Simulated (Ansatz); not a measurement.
Space group I4/mmm (No. 139). a = 4.142 Å, b = 4.142 Å, c = 12.059 Å, α = 90.00°, β = 90.00°, γ = 90.00°
```csv
atom,site,symmetry,x,y,z
Ba,2a,4/mmm,0.0000,0.0000,0.0000
As,4e,4mm,0.5000,0.5000,0.1480
Ru,4d,-4m2,0.0000,0.5000,0.2500
```

Equation of state of this BaAs₂Ru₂ structure (not necessarily the ground state), with shape and atoms relaxed at each volume where symmetry leaves them free. It has no gap at any of these volumes. Method: DFT PBEsol, scalar-relativistic, plane waves, PAW in Ansatz 0.2.0.

Plane waves to 420 eV, a k mesh through Γ of 12×12×12 on the computed 5-atom cell and Gaussian smearing (0.10 eV); no spin polarisation.

```
V (Å³/atom) E − E(largest V) (meV/atom) P (GPa)
     19.450                         3.94     5.62
     20.071                       -11.81     2.60
     20.692                       -16.73     0.00
     21.313                       -12.33    -2.23
     21.934                         0.00    -4.11
```

Q: Fit a third-order Birch–Murnaghan equation to E(V).

A: V0 = 20.69 Å³/atom, B0 = 80 GPa, B0' = 4.2.

Spin-orbit coupling is left out, which matters for the bands of heavy elements.